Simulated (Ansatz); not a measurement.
FeSi2 in space group P4/mmm (No. 123; Fe on 1a, Si on 2h) at seven volumes, the program Ansatz at the LDA level (PAW), shape and atoms relaxed at each. One row is withheld.

```csv
V (Å³/atom),P (GPa)
10.871,23.52
11.230,14.35
11.588,6.57
11.946,0.00
12.305,-5.62
12.663,?
13.022,-14.33
```

Question: Fit the shown pressures and predict the withheld one.

Answer: P = (3/2)B₀(x^(7/2) − x^(5/2))[1 + (3/4)(B′ − 4)(x − 1)] with x = (V₀/V)^(2/3). Least squares on the six rows gives V₀ = 11.946 Å³/atom, B₀ = 202 GPa, B′ = 4.50. At V = 12.663, x = 0.9619 and P = -10.33 GPa. The run itself gave -10.42 GPa.

The workflow started from a Materials Project entry (that database holds measured and hypothetical structures alike); the Crystallography Open Database files this formula in space group No. 123, but the cells were not matched. Its standing as an ambient phase is unchecked. Symmetry was held in the LDA relaxation; of distortions, only those at the zone centre were tested. The run is not spin-polarised.

Potentials: the later of the program's two PAW sets.
